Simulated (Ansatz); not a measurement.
**Kick test of a cell of CdHgS2**

The structure comes from a generated guess, relaxed at this level; another structure or a mixture of phases may lie lower.

Computed with DFT PBE, scalar-relativistic, plane waves, PAW (Ansatz 0.2.0). Cutoff 420 eV; k points 8×8×6 on the computed 4-atom cell (Γ-centred); Gaussian smearing, width 0.01 eV; no spin polarisation.

The cell below (4 atoms, space group P-4m2 (No. 115)) is relaxed within its symmetry.

```cif
data_structure
_symmetry_space_group_name_H-M 'P 1'
_symmetry_Int_Tables_number 1
_cell_length_a 4.2193
_cell_length_b 4.2193
_cell_length_c 5.9404
_cell_angle_alpha 90.000
_cell_angle_beta 90.000
_cell_angle_gamma 90.000
_cell_volume 105.75
loop_
_atom_site_label
_atom_site_type_symbol
_atom_site_fract_x
_atom_site_fract_y
_atom_site_fract_z
_atom_site_occupancy
Cd1 Cd 0.00000 0.00000 0.00000 1
Hg1 Hg 0.50000 0.50000 0.50000 1
S1 S 0.50000 0.00000 0.24651 1
S2 S 0.00000 0.50000 0.75349 1
```

For the test a repeat of it with 8 atoms (edges 4.22, 5.94, 8.44 Å) was strained at random (σ = 1.5 % a component), the atoms were moved at random (σ = 0.10 Å), and all was relaxed again on a coarse 6×4×4 mesh (in the run’s order of axes) with 0.20 eV smearing, with no symmetry imposed.

These runs have no spin–orbit coupling, which can matter for Hg.

Question: What happens?

Answer: It returns, within 1 meV/atom of the unmoved cell on that mesh and with the same symmetry when read at 0.1 Å (P1 at 0.01 Å, so small strains and shifts remain). No instability shows in this cell; modes of other wave vectors, which need another repeat, aren't tested.
